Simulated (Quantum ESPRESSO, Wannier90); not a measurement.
TiO2 (P2₁/c): Wannier90 run

```
begin unit_cell_cart
ang
    4.8127000000    0.0000000000    0.0000000000
    0.0000000000    4.8718800000    0.0000000000
   -0.8628880000    0.0000000000    4.9665890000
end unit_cell_cart
begin atoms_frac
Ti   0.2774400000  0.4471900000 -0.2868500000
Ti  -0.2774400000 -0.4471900000  0.2868500000
Ti  -0.2774400000 -0.0528100000 -0.2131500000
Ti   0.2774400000  0.0528100000  0.2131500000
O    0.4453600000 -0.2576300000 -0.0332300000
O   -0.4453600000  0.2576300000  0.0332300000
O   -0.4453600000  0.2423700000 -0.4667700000
O    0.4453600000 -0.2423700000  0.4667700000
O    0.0638400000  0.3230300000  0.3515600000
O   -0.0638400000 -0.3230300000 -0.3515600000
O   -0.0638400000 -0.1769700000  0.1484400000
O    0.0638400000  0.1769700000 -0.1484400000
end atoms_frac
```

Cell from Materials Project (mp-430), symmetrised, no further relaxation. COD (Crystallography Open Database) has the formula in 6 space groups, this one among them (matched by group alone). Computed values, not measurements, from PBEsol: Quantum ESPRESSO (norm-conserving PseudoDojo potentials, cutoff 68 Ry, no spin polarisation, no spin-orbit coupling) on a Γ-centred 4×4×4 mesh, then Wannier90. Density: 8×6×6 mesh, cold smearing 0.01 Ry.

A tight-binding model is made by disentanglement and projection with no localisation steps (num_iter = 0), so the 44 orbitals stay atom-like: hydrogen-like Ti: d; O: p, axes along x, y, z; frozen window up to 3.78 eV relative to the valence-band maximum. It follows pw.x to 0.3 meV rms for states up to 3.3 eV relative to the valence-band maximum. Matrix elements depend on this choice of orbitals and windows.

Task: What are the on-site energies relative to the valence-band maximum, and how fast do the hoppings decay?

Result: 
| atom | orbitals | energy (eV) |
|---|---|---|
| Ti1 | dz2 | 2.68 |
| Ti1 | dxz | 2.91 |
| Ti1 | dyz | 3.09 |
| Ti1 | dx2-y2 | 2.44 |
| Ti1 | dxy | 3.35 |
| Ti2 | dz2 | 2.68 |
| Ti2 | dxz | 2.91 |
| Ti2 | dyz | 3.09 |
| Ti2 | dx2-y2 | 2.44 |
| Ti2 | dxy | 3.35 |
| Ti3 | dz2 | 2.68 |
| Ti3 | dxz | 2.91 |
| Ti3 | dyz | 3.09 |
| Ti3 | dx2-y2 | 2.44 |
| Ti3 | dxy | 3.35 |
| Ti4 | dz2 | 2.68 |
| Ti4 | dxz | 2.91 |
| Ti4 | dyz | 3.09 |
| Ti4 | dx2-y2 | 2.44 |
| Ti4 | dxy | 3.35 |
| O5 | pz | -1.79 |
| O5 | px | -1.69 |
| O5 | py | -1.81 |
| O6 | pz | -1.79 |
| O6 | px | -1.69 |
| O6 | py | -1.81 |
| O7 | pz | -1.79 |
| O7 | px | -1.69 |
| O7 | py | -1.81 |
| O8 | pz | -1.79 |
| O8 | px | -1.69 |
| O8 | py | -1.81 |
| O9 | pz | -1.36 |
| O9 | px | -1.43 |
| O9 | py | -1.34 |
| O10 | pz | -1.36 |
| O10 | px | -1.43 |
| O10 | py | -1.34 |
| O11 | pz | -1.36 |
| O11 | px | -1.43 |

```
distance of the centres (Å)  largest modulus (eV)
---------------------------  --------------------
1–2                                           1.7
2–3                                           1.3
3–4                                          0.23
4–5                                         0.083
5–6                                         0.030
6–7                                        0.0082
7–8                                        0.0044
8–9                                        0.0019
```
